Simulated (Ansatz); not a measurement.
Cu Kα1 powder pattern (kinematic, no thermal factors).
```
2θ (°)  relative intensity
 20.10                  14
 22.10                  37
 25.01                  64
 34.40                 100
 36.88                  60
 40.17                  11
 40.85                   3
 42.35                  60
 43.41                   9
 45.07                  10
 51.32                  45
 53.00                   5
 55.66                   4
 56.19                  69
 58.23                   8
 59.59                   8
 59.98                  11
 64.85                  39
 66.31                   2
 66.43                  45
 68.65                   4
 70.19                   3
 72.53                   3
 75.12                  15
 75.41                   7
 78.36                   3
 78.47                   8
 81.01                   4
 82.02                   5
 82.74                   2
 83.41                   2
 83.91                   4
 84.25                   6
 86.75                   8
 88.58                  12
```

The pattern is computed from a structure relaxed with DFT PBE, scalar-relativistic, plane waves, PAW in Ansatz. No spin polarisation. Its elements are Al, Ga, O.

**Question.** Give the structure.

**Answer.** Al3GaO6.
Space group R3:H (No. 146). a = 4.871 Å, b = 4.871 Å, c = 13.244 Å, α = 90.00°, β = 90.00°, γ = 120.00°
```csv
atom,site,symmetry,x,y,z
Al,3a,3.,0.6667,0.3333,0.1854
Al,3a,3.,0.3333,0.6667,0.3131
Al,3a,3.,0.0000,0.0000,0.1510
Ga,3a,3.,0.3333,0.6667,0.0253
O,9b,1,0.9584,0.3177,0.0835
O,9b,1,0.6865,0.9958,0.2471
```

A pattern alone doesn't exclude other cells with like lines; this is the one computed.

The cell was found from a structure generator's guess, not taken from experiment.
